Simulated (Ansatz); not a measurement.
Relaxation of a generated cell, MoS2 placed in the anatase structure type; 6 atoms in the cell, which starts as I4₁/amd, origin choice 1 (No. 141), tI12; a = b = 4.8047 Å, c = 12.0770 Å, α = β = γ = 90.00°. Method: PBE (plane waves to 420 eV, PAW, scalar-relativistic; Ansatz, an electronic-structure program). Γ-centred k-mesh 7×7×7 on the run's cell (coarser than for final values), Fermi–Dirac smearing 0.05 eV. This is the first round of the run. 

The optimiser's lines from the output (shortened; P is positive under compression):

```
relax step   1: F+E_penalty+E_count = -13521.68364905 eV  Δ(F+E_penalty+E_count) = +0.000e0 eV  max|allowed force component| = 6.254e-1 eV/Å  Δτ_max = 0.0000 Å  P = -8.002 GPa  Ω = 139.398 Å³  (6 SCF iters, dr2 threshold 1.00e-7 eV, accepted)
relax step   2: F+E_penalty+E_count = -13521.98147725 eV  Δ(F+E_penalty+E_count) = -2.978e-1 eV  max|allowed force component| = 3.153e-1 eV/Å  Δτ_max = 0.0308 Å  P = +3.375 GPa  Ω = 125.294 Å³  (6 SCF iters, dr2 threshold 6.00e-7 eV, accepted)
relax step   3: F+E_penalty+E_count = -13522.02235340 eV  Δ(F+E_penalty+E_count) = -4.088e-2 eV  max|allowed force component| = 2.729e-2 eV/Å  Δτ_max = 0.0205 Å  P = -0.538 GPa  Ω = 128.861 Å³  (5 SCF iters, dr2 threshold 6.00e-7 eV, accepted)
relax step   4: F+E_penalty+E_count = -13522.02983947 eV  Δ(F+E_penalty+E_count) = -7.486e-3 eV  max|allowed force component| = 1.913e-2 eV/Å  Δτ_max = 0.0173 Å  P = -0.162 GPa  Ω = 127.973 Å³  (5 SCF iters, dr2 threshold 6.00e-7 eV, accepted)
relax step   5: F+E_penalty+E_count = -13522.06594545 eV  Δ(F+E_penalty+E_count) = -3.611e-2 eV  max|allowed force component| = 2.019e-1 eV/Å  Δτ_max = 0.1091 Å  P = +0.452 GPa  Ω = 124.159 Å³  (6 SCF iters, dr2 threshold 6.00e-7 eV, accepted)
relax step   6: F+E_penalty+E_count = -13522.00662559 eV  Δ(F+E_penalty+E_count) = +5.932e-2 eV  max|allowed force component| = 4.385e-2 eV/Å  Δτ_max = 0.1718 Å  P = -4.061 GPa  Ω = 123.521 Å³  (7 SCF iters, dr2 threshold 6.00e-7 eV, rejected (line search))
relax step   7: F+E_penalty+E_count = -13522.08974801 eV  Δ(F+E_penalty+E_count) = -2.380e-2 eV  max|allowed force component| = 5.286e-2 eV/Å  Δτ_max = 0.0957 Å  P = -1.239 GPa  Ω = 122.607 Å³  (9 SCF iters, accepted)
relax step   8: F+E_penalty+E_count = -13522.10887846 eV  Δ(F+E_penalty+E_count) = -1.913e-2 eV  max|allowed force component| = 3.638e-2 eV/Å  Δτ_max = 0.0670 Å  P = -0.468 GPa  Ω = 119.522 Å³  (6 SCF iters, dr2 threshold 6.00e-7 eV, accepted)
relax step   9: F+E_penalty+E_count = -13522.12304929 eV  Δ(F+E_penalty+E_count) = -1.417e-2 eV  max|allowed force component| = 6.180e-2 eV/Å  Δτ_max = 0.1015 Å  P = -0.369 GPa  Ω = 115.930 Å³  (6 SCF iters, dr2 threshold 6.00e-7 eV, accepted)
relax step  10: F+E_penalty+E_count = -13522.17347724 eV  Δ(F+E_penalty+E_count) = -5.043e-2 eV  max|allowed force component| = 2.021e-1 eV/Å  Δτ_max = 0.1344 Å  P = -0.580 GPa  Ω = 111.486 Å³  (6 SCF iters, dr2 threshold 6.00e-7 eV, accepted)
relax step  11: F+E_penalty+E_count = -13522.22134362 eV  Δ(F+E_penalty+E_count) = -4.787e-2 eV  max|allowed force component| = 2.547e-1 eV/Å  Δτ_max = 0.1815 Å  P = +0.330 GPa  Ω = 105.138 Å³  (6 SCF iters, dr2 threshold 6.00e-7 eV, accepted)
relax step  12: F+E_penalty+E_count = -13522.24843112 eV  Δ(F+E_penalty+E_count) = -2.709e-2 eV  max|allowed force component| = 3.010e-2 eV/Å  Δτ_max = 0.0092 Å  P = -0.412 GPa  Ω = 105.337 Å³  (6 SCF iters, dr2 threshold 6.00e-7 eV, accepted)
relax step  13: F+E_penalty+E_count = -13522.24883391 eV  Δ(F+E_penalty+E_count) = -4.028e-4 eV  max|allowed force component| = 2.130e-3 eV/Å  Δτ_max = 0.0055 Å  P = +0.206 GPa  Ω = 104.714 Å³  (6 SCF iters, dr2 threshold 6.00e-7 eV, accepted)
relax step  14: F+E_penalty+E_count = -13522.24894364 eV  Δ(F+E_penalty+E_count) = -1.097e-4 eV  max|allowed force component| = 2.069e-3 eV/Å  Δτ_max = 0.0044 Å  P = +0.008 GPa  Ω = 104.986 Å³  (6 SCF iters, dr2 threshold 1.45e-7 eV, accepted)
relax step  15: F+E_penalty+E_count = -13522.24709798 eV  Δ(F+E_penalty+E_count) = +1.846e-3 eV  max|allowed force component| = 2.442e-3 eV/Å  Δτ_max = 0.0000 Å  P = +0.006 GPa  Ω = 104.986 Å³  stress off target by 9.36e-3 GPa  SCF on the basis re-selected at this cell (its energy is not comparable with the rows above)  (6 SCF iters)
```

From the first to the last row the energy changes by -0.09 eV/atom and the volume by -24.7 %. The last row is marked as not comparable with the walk above it, whose basis was carried along; it does compare with step 1, since both stand on a basis selected at the nominal cutoff for their own cell.

Step 6 was rejected by the optimiser.

Later rounds, restarted from the end of this one on a renewed k-mesh, logged 4 more steps and released under 0.01 eV/atom more. The final structure after all rounds: I4₁/amd, origin choice 1 (No. 141), tI12, anatase type; a = 4.7777 Å, b = 4.7777 Å, c = 9.1976 Å, α = 90.00°, β = 90.00°, γ = 90.00°. Between re-selections the logged energies stand on a plane-wave basis carried along with the cell. No spin polarisation in the result.

The run could not lose the symmetry of its start, so the end can be a saddle point.

The relaxed structure here is a generated cell of MoS2: the first start was made by placing the elements on the sites of a structure type, and the end was not matched to a known phase here, so it may be hypothetical. Known forms of MoS2 include space group No. 160, 194.
